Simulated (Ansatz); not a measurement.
Input and command of a calculation in Ansatz (plane waves; scalar-relativistic PAW potentials unless the input names others):

```yaml
crystal:
  lattice:
    - [2.5564138032, 1.4759461974, 4.7550230294]
    - [-2.5564138032, 1.4759461974, 4.7550230294]
    - [0.0, -2.9518923949, 4.7550230294]
  atoms:
    - { symbol: Al, position: [0.25, 0.25, 0.25] }
    - { symbol: Al, position: [0.75, 0.75, 0.75] }
    - { symbol: P, position: [0.0, 0.0, 0.0] }
    - { symbol: P, position: [0.5, 0.5, 0.5] }
    - { symbol: O, position: [0.5896539674, 0.9103460326, 0.25] }
    - { symbol: O, position: [0.9103460326, 0.25, 0.5896539674] }
    - { symbol: O, position: [0.4103460326, 0.0896539674, 0.75] }
    - { symbol: O, position: [0.75, 0.4103460326, 0.0896539674] }
    - { symbol: O, position: [0.0896539674, 0.75, 0.4103460326] }
    - { symbol: O, position: [0.25, 0.5896539674, 0.9103460326] }
basis:
  ecutwfc: "40 Ry/bohr"
kpoints:
  mp_grid: { grid: [12, 12, 12] }
hamiltonian:
  xc: r2scan
scf:
  occupations: { method: gaussian, width: 0.1 }
  max_iter: 100
output:
  forces: true
  eigenvalues: true
  stress: true
```

```bash
ansatz run input.yaml --threads 1 --pin off --max-ram 2560MiB --backend cpu --events-out ev --progress --plain --runs-dir out
```

Q: What is wrong with this input?

A: The program refuses it, because of a cutoff in the wrong unit (basis.ecutwfc: 500 → "40 Ry/bohr"). With the sound run's settings it is accepted.

Abridged log:
```
Error: YAML parse error: error: line 18 column 12: unknown unit factor `Ry/bohr`
  --> <input>:18:12
   |
16 |     - { symbol: O, position: [0.25, 0.5896539674, 0.9103460326] }
17 | basis:
18 |   ecutwfc: "40 Ry/bohr"
   |            ^ unknown unit factor `Ry/bohr`
19 | kpoints:
20 |   mp_grid: { grid: [12, 12, 12] }
   |
```